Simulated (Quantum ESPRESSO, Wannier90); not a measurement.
# Wannierisation of BP (wurtzite)

```xyz
4
Lattice="3.1883 0.0000 0.0000 -1.5942 2.7612 0.0000 0.0000 0.0000 5.2901" Properties=species:S:1:pos:R:3 pbc="T T T"
B     -1.5942     0.9204    -2.6429
B      1.5942    -0.9204     0.0022
P     -1.5942     0.9204    -0.6634
P      1.5942    -0.9204     1.9816
```

Structure: Materials Project mp-1008559, symmetrised, not relaxed again. Not found in the COD (Crystallography Open Database) copy used, which has the formula in other groups; not checked further. Level: PBEsol, no spin polarisation, no spin-orbit coupling; pw.x of Quantum ESPRESSO at 61 Ry with PseudoDojo potentials, 12×12×6 k-points, Wannier90. Density: 12×12×6 mesh, cold smearing 0.01 Ry.

Bands 1-2 form an isolated set from -15.85 to -10.67 eV relative to the valence-band maximum (on the path) and are turned into 2 Wannier functions by minimising the spread from the start: SCDM (isolated).

Where do the functions sit, how wide are they and what are they made of?


| functions | spread (Å²) | nearest atom, distance (Å) | second atom, distance (Å) | weight on atomic waves |
|---|---|---|---|---|
| 2 | 2.59 | P 0.01 | B 1.95 | P 3s 46 %, B 2p 26 %, B 2s 18 % |

Ω_I = 5.07 Å², Ω_total = 5.19 Å²; the interpolated bands follow pw.x to 1.2 meV rms on the path. Only this start was tried; a symmetric start can stop on a saddle, and mixtures of these functions could lower the total by at most Ω_total − Ω_I.
